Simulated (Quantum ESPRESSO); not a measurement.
## Si3O4FN (finding a planted mistake in a log)

A calculation, not a measurement. The program is pw.x of Quantum ESPRESSO 7.5 (plane-wave density functional theory). The cell is made up: 9 atoms on a quartz lattice, with randomly drawn elements, strain and displacements, not relaxed. PseudoDojo standard norm-conserving files (v0.5 for PBE, v0.4.1 for LDA and PBEsol) set the functional; there is no spin polarisation, spin-orbit coupling or dispersion term, and the masses in the input are unused placeholders.

Intended input:

```
&control calculation='scf', pseudo_dir='./dojo.nc.sr.pbe.v0_5.standard.upf', outdir='./o', disk_io='medium', tprnfor=.true., tstress=.true. /
&system ibrav=0, nat=9, ntyp=4, nbnd=30, ecutwfc=84.00895049, nosym=.true., tot_charge=0,
 occupations='smearing', smearing='fd', degauss=0.0018374661
/
&electrons conv_thr=7.350e-09, electron_maxstep=60, /
ATOMIC_SPECIES
F 1.0 F.upf
N 1.0 N.upf
O 1.0 O.upf
Si 1.0 Si.upf
CELL_PARAMETERS angstrom
4.8846 -0.0262 -0.0589
-2.465 4.2943 0.0494
-0.0646 0.0253 5.3638
ATOMIC_POSITIONS angstrom
Si 2.3216 -0.003 3.4573
Si -1.2404 2.0892 1.7722
Si 1.3238 2.2033 -0.0038
O 1.3211 1.1585 4.21
O 3.2948 0.5866 2.4053
F 2.6748 2.491 0.5694
O 0.2275 1.7719 1.1146
O -1.1323 3.1421 2.9463
N 0.6678 3.7587 4.7346
K_POINTS automatic
5 5 4 1 1 1
```

The log is shortened where brackets say so; the opening notice, blank lines, dates and the lines on written files are dropped, and the path of the files is cut. It prints rydbergs, bohrs and kilobars, and counts compression as positive stress. Where no state is partly filled, the Fermi energy that it prints is only some level between the filled and the empty states on the mesh, and need not lie in the true gap.

Log of the intended run:

```
     Program PWSCF v.7.5
     Parallel version (MPI & OpenMP), running on       1 processor cores
     Number of MPI processes:                 1
     Threads/MPI process:                     1
     [start-up lines left out]
     bravais-lattice index     =            0
     lattice parameter (alat)  =       9.2314  a.u.
     unit-cell volume          =     756.7963 (a.u.)^3
     number of atoms/cell      =            9
     number of atomic types    =            4
     number of electrons       =        48.00
     number of Kohn-Sham states=           30
     kinetic-energy cutoff     =      84.0090  Ry
     charge density cutoff     =     336.0358  Ry
     scf convergence threshold =      7.3E-09
     mixing beta               =       0.7000
     number of iterations used =            8  plain     mixing
     Exchange-correlation= PBE
                           (   1   4   3   4   0   0   0)
     [axes and pseudopotential details left out]
   Cartesian axes
     site n.     atom                  positions (alat units)
         1        Si     tau(   1) = (   0.4752483  -0.0006141   0.7077343  )
         2        Si     tau(   2) = (  -0.2539188   0.4276743   0.3627821  )
         3        Si     tau(   3) = (   0.2709914   0.4510314  -0.0007779  )
         4        O      tau(   4) = (   0.2704387   0.2371533   0.8618174  )
         5        O      tau(   5) = (   0.6744694   0.1200813   0.4923823  )
         6        F      tau(   6) = (   0.5475509   0.5099257   0.1165603  )
         7        O      tau(   7) = (   0.0465709   0.3627207   0.2281667  )
         8        O      tau(   8) = (  -0.2317900   0.6432106   0.6031289  )
         9        N      tau(   9) = (   0.1367035   0.7694331   0.9692068  )
     number of k points=    50  Fermi-Dirac smearing, width (Ry)=  0.0018
                       cart. coord. in units 2pi/alat
        k(    1) = (   0.1023047   0.1711661   0.1142672), wk =   0.0400000
        k(    2) = (   0.1050450   0.1701195   0.3419901), wk =   0.0400000
     [further k points left out]
     Dense  grid:    78691 G-vectors     FFT dimensions: (  54,  60,  60)
     Estimated max dynamical RAM per process >     100.97 MB
     Initial potential from superposition of free atoms
     starting charge      47.9981, renormalised to      48.0000
     Starting wfcs are   36 randomized atomic wfcs
     total cpu time spent up to now is       10.9 secs
     per-process dynamical memory:    77.9 Mb
     Self-consistent Calculation
     iteration #  1     ecut=    84.01 Ry     beta= 0.70
     Davidson diagonalization with overlap
     ethr =  1.00E-02,  avg # of iterations =  3.0
     total cpu time spent up to now is       38.6 secs
     total energy              =    -226.96368956 Ry
     estimated scf accuracy    <       2.84888101 Ry
     iteration #  2     ecut=    84.01 Ry     beta= 0.70
     Davidson diagonalization with overlap
     ethr =  5.94E-03,  avg # of iterations =  3.1
     total cpu time spent up to now is       71.2 secs
     total energy              =    -227.46023474 Ry
     estimated scf accuracy    <       2.96940600 Ry
     [iterations 3 to 10 left out]
     iteration # 11     ecut=    84.01 Ry     beta= 0.70
     Davidson diagonalization with overlap
     ethr =  6.18E-10,  avg # of iterations =  2.1
     total cpu time spent up to now is      300.6 secs
     total energy              =    -228.15771890 Ry
     estimated scf accuracy    <       0.00000001 Ry
     iteration # 12     ecut=    84.01 Ry     beta= 0.70
     Davidson diagonalization with overlap
     ethr =  2.89E-11,  avg # of iterations =  3.6
     total cpu time spent up to now is      331.3 secs
     End of self-consistent calculation
     [lines on levels left out]
     the Fermi energy is     7.3259 ev
!    total energy              =    -228.15771890 Ry
     estimated scf accuracy    <          1.2E-09 Ry
     smearing contrib. (-TS)   =      -0.00000000 Ry
     internal energy E=F+TS    =    -228.15771890 Ry
     The total energy is F=E-TS. E is the sum of the following terms:
     one-electron contribution =    -105.82730526 Ry
     hartree contribution      =      78.63575142 Ry
     xc contribution           =     -61.14348276 Ry
     ewald contribution        =    -139.82268230 Ry
     convergence has been achieved in  12 iterations
     Forces acting on atoms (cartesian axes, Ry/au):
     atom    1 type  4   force =    -0.08484144    0.01948425    0.15211159
     atom    2 type  4   force =     0.24023080   -0.16402955    0.18659292
     atom    3 type  4   force =    -0.44415416    0.13476044   -0.26902532
     atom    4 type  3   force =     0.02563644   -0.04643755   -0.06400613
     atom    5 type  3   force =     0.03167480    0.13567354   -0.17039922
     atom    6 type  1   force =     0.17379427    0.08717121    0.02389040
     atom    7 type  3   force =    -0.00680196   -0.01417106    0.04049351
     atom    8 type  3   force =    -0.07254844   -0.00237990   -0.06861189
     atom    9 type  2   force =     0.13700967   -0.15007139    0.16895414
     Total force =     0.783192     Total SCF correction =     0.000069
     Computing stress (Cartesian axis) and pressure
          total   stress  (Ry/bohr**3)                   (kbar)     P=      149.87
   0.00160214   0.00040602   0.00090455          235.68       59.73      133.06
   0.00040602   0.00009116  -0.00012438           59.73       13.41      -18.30
   0.00090455  -0.00012438   0.00136314          133.06      -18.30      200.52
     init_run     :     10.58s CPU     10.81s WALL (       1 calls)
     electrons    :    300.13s CPU    320.39s WALL (       1 calls)
     forces       :      5.43s CPU      5.52s WALL (       1 calls)
     stress       :     21.20s CPU     21.33s WALL (       1 calls)
     [timing details left out]
     PWSCF        :   5m37.65s CPU   5m58.72s WALL
     JOB DONE.
```

A second run was made from an input with one planted mistake. Its log:

```
     Program PWSCF v.7.5
     Parallel version (MPI & OpenMP), running on       1 processor cores
     Number of MPI processes:                 1
     Threads/MPI process:                     1
     [start-up lines left out]
     bravais-lattice index     =            0
     lattice parameter (alat)  =       9.2314  a.u.
     unit-cell volume          =     756.7963 (a.u.)^3
     number of atoms/cell      =            9
     number of atomic types    =            4
     number of electrons       =        48.00
     number of Kohn-Sham states=           30
     kinetic-energy cutoff     =      84.0090  Ry
     charge density cutoff     =     336.0358  Ry
     scf convergence threshold =      7.3E-09
     mixing beta               =       0.7000
     number of iterations used =            8  plain     mixing
     Exchange-correlation= PBE
                           (   1   4   3   4   0   0   0)
     [axes and pseudopotential details left out]
   Cartesian axes
     site n.     atom                  positions (alat units)
         1        Si     tau(   1) = (   0.4752483  -0.0006141   0.7077343  )
         2        Si     tau(   2) = (  -0.2539188   0.4276743   0.3627821  )
         3        Si     tau(   3) = (   0.2709914   0.4510314  -0.0007779  )
         4        O      tau(   4) = (   0.2704387   0.2371533   0.8618174  )
         5        O      tau(   5) = (   0.6744694   0.1200813   0.4923823  )
         6        F      tau(   6) = (   0.5475509   0.5099257   0.1165603  )
         7        O      tau(   7) = (   0.0465709   0.3627207   0.2281667  )
         8        O      tau(   8) = (  -0.2317900   0.6432106   0.6031289  )
         9        N      tau(   9) = (   0.1367035   0.7694331   0.9692068  )
     number of k points=     1  Fermi-Dirac smearing, width (Ry)=  0.0018
                       cart. coord. in units 2pi/alat
        k(    1) = (  -0.5101532  -0.8563540  -0.4574747), wk =   2.0000000
     Dense  grid:    78691 G-vectors     FFT dimensions: (  54,  60,  60)
     Estimated max dynamical RAM per process >     100.97 MB
     Initial potential from superposition of free atoms
     starting charge      47.9981, renormalised to      48.0000
     Starting wfcs are   36 randomized atomic wfcs
     total cpu time spent up to now is        1.9 secs
     per-process dynamical memory:    60.9 Mb
     Self-consistent Calculation
     iteration #  1     ecut=    84.01 Ry     beta= 0.70
     Davidson diagonalization with overlap
     ethr =  1.00E-02,  avg # of iterations =  3.0
     total cpu time spent up to now is        2.9 secs
     total energy              =    -226.98891535 Ry
     estimated scf accuracy    <       2.83016769 Ry
     iteration #  2     ecut=    84.01 Ry     beta= 0.70
     Davidson diagonalization with overlap
     ethr =  5.90E-03,  avg # of iterations =  3.0
     total cpu time spent up to now is        3.7 secs
     total energy              =    -227.65664080 Ry
     estimated scf accuracy    <       2.43843508 Ry
     [iterations 3 to 9 left out]
     iteration # 10     ecut=    84.01 Ry     beta= 0.70
     Davidson diagonalization with overlap
     ethr =  2.42E-09,  avg # of iterations =  2.0
     total cpu time spent up to now is        8.5 secs
     total energy              =    -228.17022768 Ry
     estimated scf accuracy    <       0.00000012 Ry
     iteration # 11     ecut=    84.01 Ry     beta= 0.70
     Davidson diagonalization with overlap
     ethr =  2.58E-10,  avg # of iterations =  2.0
     total cpu time spent up to now is        9.0 secs
     End of self-consistent calculation
     [lines on levels left out]
     the Fermi energy is     8.3506 ev
!    total energy              =    -228.17022771 Ry
     estimated scf accuracy    <          6.2E-09 Ry
     smearing contrib. (-TS)   =       0.00000000 Ry
     internal energy E=F+TS    =    -228.17022771 Ry
     The total energy is F=E-TS. E is the sum of the following terms:
     one-electron contribution =    -105.87338772 Ry
     hartree contribution      =      78.67884988 Ry
     xc contribution           =     -61.15300757 Ry
     ewald contribution        =    -139.82268230 Ry
     convergence has been achieved in  11 iterations
     Forces acting on atoms (cartesian axes, Ry/au):
     atom    1 type  4   force =    -0.08932929    0.00039427    0.15954651
     atom    2 type  4   force =     0.23150322   -0.16318741    0.18329026
     atom    3 type  4   force =    -0.44486783    0.12748317   -0.28464597
     atom    4 type  3   force =     0.05244829   -0.01149678   -0.03856256
     atom    5 type  3   force =     0.05769341    0.11700022   -0.18520227
     atom    6 type  1   force =     0.18779831    0.06673535    0.04226565
     atom    7 type  3   force =    -0.01711708    0.00467004    0.02591993
     atom    8 type  3   force =    -0.08793519    0.00903295   -0.06087199
     atom    9 type  2   force =     0.10980617   -0.15063180    0.15826044
     Total force =     0.782261     Total SCF correction =     0.000127
     Computing stress (Cartesian axis) and pressure
          total   stress  (Ry/bohr**3)                   (kbar)     P=      154.07
   0.00155496   0.00036782   0.00080997          228.74       54.11      119.15
   0.00036782   0.00011500  -0.00012518           54.11       16.92      -18.41
   0.00080997  -0.00012518   0.00147208          119.15      -18.41      216.55
     init_run     :      1.74s CPU      1.83s WALL (       1 calls)
     electrons    :      6.82s CPU      7.12s WALL (       1 calls)
     forces       :      0.27s CPU      0.28s WALL (       1 calls)
     stress       :      0.71s CPU      0.74s WALL (       1 calls)
     [timing details left out]
     PWSCF        :      9.61s CPU     10.08s WALL
     JOB DONE.
```

Question: what was wrong in the second input?

Answer: the k-point mesh is too coarse. The input lines that differ, file-writing options aside:

```
- 5 5 4 1 1 1
+ 1 1 1 1 1 1
```

```
                                            intended run  run with the mistake
                          free energy (eV)     -3104.244             -3104.414
                    smearing term -TS (eV)        0.0000                0.0000
                            pressure (GPa)         14.99                 15.41
            largest force component (eV/Å)        11.420                11.438
largest change of a force component (eV/Å)                               0.898
                                iterations            12                    11
```

For scale, a rerun of the intended cell at 1437 eV and a 7 x 7 x 6 mesh moved values by no more than 0.003 eV in energy, 0.02 GPa in stress and 0.002 eV/Å in force.